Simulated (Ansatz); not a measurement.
The start is a generated cell, Al2Cu built in the AFLOW prototype AB2_oC24_41_2a_2b (C_e, as in Sn2Pd). Cell shape, volume and atoms are optimised at zero target pressure with r2SCAN (plane waves to 500 eV, PAW, scalar-relativistic; Ansatz, a quantum-chemistry and plane-wave program). The first steps use a 7×7×7 k-mesh.

Input geometry:
```
CELL_PARAMETERS angstrom
      5.90246     0.00000     0.00000
      0.00000     2.95123     5.53754
      0.00000    -2.95123     5.53754
ATOMIC_POSITIONS crystal
  Cu 0.00000 0.99000 0.99000
  Cu 0.50000 0.49000 0.49000
  Cu 0.00000 0.76200 0.76200
  Cu 0.50000 0.26200 0.26200
  Al 0.65800 0.03300 0.71700
  Al 0.34200 0.71700 0.03300
  Al 0.15800 0.21700 0.53300
  Al 0.84200 0.53300 0.21700
  Al 0.75000 0.37500 0.87500
  Al 0.25000 0.87500 0.37500
  Al 0.25000 0.37500 0.87500
  Al 0.75000 0.87500 0.37500
```

Q: How large is the pressure on the unrelaxed cell, and of which sign?

A: -5.0 GPa (negative: the cell is under tension).

Q: Which atoms feel the largest initial force, and how large is it?

A: 0.69 eV/Å, on Al5, Al6, Al7, Al8 (atoms numbered as listed).

Q: How does the volume change?

A: -4.8 %, from 16.08 to 15.30 Å³/atom.

Q: How do the shortest distances between atoms change?

A: The closest pairs of elements (up to four, under 3.6 Å), start → end: Al–Cu 2.55 → 2.48 Å; Cu–Cu 2.53 → 2.64 Å; Al–Al 2.64 → 2.82 Å.

Q: What band gap does the relaxed structure have at this level?

A: Zero (metallic).

Final values are on a 8×8×7 k-mesh of the relaxed cell. No spin polarisation in the result.

The run could not lose the symmetry of its start, so the end can be a saddle point.

The relaxed structure here is a generated cell of Al2Cu: the first start was made by placing the elements on the sites of a structure type, and the end was not matched to a known phase here, so it may be hypothetical. Known forms of Al2Cu include space group No. 140.
